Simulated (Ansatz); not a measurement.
BAs (zinc blende)

```cif
data_As4B4
_chemical_formula_sum 'As4 B4'
_space_group_name_H-M_alt 'F-43m'
_space_group_IT_number 216
_space_group_name_Hall 'F -4 2 3'
_cell_length_a 4.80936
_cell_length_b 4.80936
_cell_length_c 4.80936
_cell_angle_alpha 90.000
_cell_angle_beta 90.000
_cell_angle_gamma 90.000
loop_
_atom_site_label
_atom_site_type_symbol
_atom_site_symmetry_multiplicity
_atom_site_Wyckoff_symbol
_atom_site_fract_x
_atom_site_fract_y
_atom_site_fract_z
_atom_site_occupancy
As1 As 4 c 0.25000 0.25000 0.25000 1
B1 B 4 a 0.00000 0.00000 0.00000 1
```
(The calculation used a cell of 2 atoms; values per cell refer to that cell.)

The volume is varied about the relaxed value V₀ at fixed cell shape. Symmetry pins the atoms to their sites.

Computed with PBE (plane waves to 420 eV, PAW, scalar-relativistic; Ansatz, a first-principles code). k mesh 12×12×12 (Γ-centred), Fermi-Dirac smearing 0.05 eV. E stands for the smeared free energy. BAs was relaxed with its symmetry unable to fall. The PAW data are Ansatz's earlier set. ΔE is measured from the relaxed starting cell.

```
V (Å³/atom)  ΔE (meV/atom)
-----------  -------------
11.680               195.6
12.236               101.8
12.793                42.0
13.349                 9.8
13.905                 0.0
14.461                 8.5
15.017                32.0
15.574                67.5
16.130               112.7
```

Task: What is the fitted pressure derivative B₀′?

Result: 4.1.

Task: What bulk modulus B₀ follows from a third-order Birch-Murnaghan fit?

Result: 131 GPa. Check by three points about V = 13.905 Å³/atom, step 0.556: d²E/dV² ≈ (9.8 − 2·0.0 + 8.5) meV / 0.556² = 0.0592 eV/Å⁶, and V·d²E/dV² × 160.2 = 132 GPa.

(Under strain, the slope of the energy per volume gives the stress and its curvature an elastic modulus.)
